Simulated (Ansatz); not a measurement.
# Relaxing a structure of TiB₂

The start is a generated trial cell of TiB2 in the AFLOW prototype AB2_cF48_227_c_e (as in Ti2C). Cell shape, volume and atoms are optimised at zero target pressure with r2SCAN (plane waves to 500 eV, PAW, scalar-relativistic; Ansatz, a quantum-chemistry and plane-wave program). The first steps use a 6×6×6 k-mesh.

Starting cell:
```
CELL_PARAMETERS angstrom
      0.00000     3.83095     3.83095
      3.83095     0.00000     3.83095
      3.83095     3.83095     0.00000
ATOMIC_POSITIONS crystal
  Ti 0.62500 0.62500 0.62500
  Ti 0.12500 0.62500 0.62500
  Ti 0.62500 0.12500 0.62500
  Ti 0.62500 0.62500 0.12500
  B  0.87000 0.87000 0.87000
  B  0.39000 0.87000 0.87000
  B  0.87000 0.39000 0.87000
  B  0.87000 0.87000 0.39000
  B  0.38000 0.38000 0.38000
  B  0.86000 0.38000 0.38000
  B  0.38000 0.86000 0.38000
  B  0.38000 0.38000 0.86000
```

- Initial pressure = +95.2 GPa (positive: the cell is compressed)
- Largest initial force = 6.98 eV/Å, on B5, B6, B7, B8, B9, B10, B11, B12 (atoms numbered as listed)
- Outcome = The space group stays Fd-3m (No. 227) (the run could not lower it), with 12 atoms in the primitive cell
- Shortest distances (start → end) = The closest pairs of elements (up to four, under 3.6 Å), start → end: B–B 2.60 → 1.77 Å; B–Ti 1.88 → 2.38 Å; Ti–Ti 2.71 → 2.78 Å
- Band gap at the end = zero (metallic)
- Optimiser moves = 8

Final structure:

```cif
data_B32Ti16
_chemical_formula_sum 'Ti16 B32'
_space_group_name_H-M_alt 'Fd-3m :1'
_space_group_IT_number 227
_space_group_name_Hall 'F 4d 2 3 -1d'
_cell_length_a 7.87326
_cell_length_b 7.87326
_cell_length_c 7.87326
_cell_angle_alpha 90.000
_cell_angle_beta 90.000
_cell_angle_gamma 90.000
loop_
_atom_site_label
_atom_site_type_symbol
_atom_site_symmetry_multiplicity
_atom_site_Wyckoff_symbol
_atom_site_fract_x
_atom_site_fract_y
_atom_site_fract_z
_atom_site_occupancy
Ti1 Ti 16 d 0.62500 0.62500 0.62500 1
B1 B 32 e 0.32958 0.32958 0.32958 1
```
(The calculation used a cell of 12 atoms; values per cell refer to that cell.)

Final values are on a 8×8×8 k-mesh of the relaxed cell. No spin polarisation in the result.

The run could not lose the symmetry of its start: the end is stationary, and may be a saddle point rather than a minimum.

The relaxed structure here is a generated cell of TiB2: the first start was made by placing the elements on the sites of a structure type, and the end was not matched to a known phase here, so it may be hypothetical. Known forms of TiB2 include space group No. 191.
